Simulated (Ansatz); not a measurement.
**NMR crystallography of KMgH₃N₂: given against relaxed positions**

Start: a COD entry, atoms as given.

```cif
data_KMgH3N2
_symmetry_space_group_name_H-M 'Pnma'
_symmetry_Int_Tables_number 62
_cell_length_a 9.3497
_cell_length_b 3.6631
_cell_length_c 9.8901
_cell_angle_alpha 90.000
_cell_angle_beta 90.000
_cell_angle_gamma 90.000
loop_
_atom_site_label
_atom_site_type_symbol
_atom_site_symmetry_multiplicity
_atom_site_Wyckoff_symbol
_atom_site_fract_x
_atom_site_fract_y
_atom_site_fract_z
K K 4 c 0.2189 0.7500 0.1540
Mg Mg 4 c 0.0321 0.2500 0.3956
H9 H 4 c 0.2276 0.7500 0.4440
H13 H 8 d 0.4351 0.0430 0.3570
N21 N 4 c 0.1238 0.7500 0.4540
N25 N 4 c 0.4772 0.2500 0.3048
```

One atom of each set is listed.

Level of theory: DFT, PBE, plane waves and PAW, scalar-relativistic, 420 eV cutoff, Γ-centred 3×8×3 k-points, Fermi–Dirac smearing 0.02 eV (Ansatz 0.2.0).

The largest force at the start is 2.4 eV/Å. Relaxing the ions at fixed cell moves them by 0.111 Å at most (atom 10, H) and 0.083 Å rms.

| site | moved (Å) | first shell before | first shell after | V_zz before (10²¹ V/m²) | η before |
| --- | --- | --- | --- | --- | --- |
| K | 0.108 | 7 N at 2.94–3.38 Å; also 2 K at 3.66 Å | 7 N at 2.92–3.36 Å; also 2 K at 3.66 Å | 2.17 | 0.93 |
| Mg | 0.030 | 4 N at 2.05–2.10 Å | 4 N at 2.08–2.11 Å | 1.25 | 0.13 |
| H9 | 0.111 | 1 N at 0.98 Å | 1 N at 1.03 Å | 5.27 | 0.00 |
| H13 | 0.088 | 1 N at 1.00 Å | 1 N at 1.03 Å | 4.45 | 0.11 |
| N21 | 0.012 | 1 H at 0.98 Å, 3 Mg at 2.08–2.10 Å | 1 H at 1.03 Å, 3 Mg at 2.10–2.11 Å | 4.93 | 0.03 |
| N25 | 0.084 | 2 H at 1.00 Å, 1 Mg at 2.05 Å | 2 H at 1.03 Å, 1 Mg at 2.08 Å | -6.79 | 0.73 |

**Question.** What are V_zz and η after the relaxation?

**Answer.** 

```csv
site,V_zz after,η after,change of V_zz
K,-1.90,0.98,–
Mg,1.28,0.39,+0.03
H9,3.83,0.01,-1.44
H13,3.77,0.12,-0.68
N21,5.81,0.00,+0.88
N25,-7.15,0.79,-0.36
```

The largest change of V_zz along a kept axis is on H9, from 5.27 to 3.83. In per cent, |V_zz| changes by +2 on Mg, -27 to -15 on H, +5 to +18 on N (all sites that start above 0.5, bar those whose gradient vanishes or changes sign or whose main axis turns by over 40°). Where |V_zz| stays above 0.1 and the axes keep their order, η moves most on Mg, from 0.13 to 0.39. On K the largest principal value lies along another axis in the second run, so the two V_zz can't be compared directly. The bonds to hydrogen get longer (H–N from 0.98 to 1.03 Å), and the gradient at hydrogen falls steeply with it.

Before: At this cell the principal stresses reach 6 GPa in size with PBE, which can matter for small gradients.
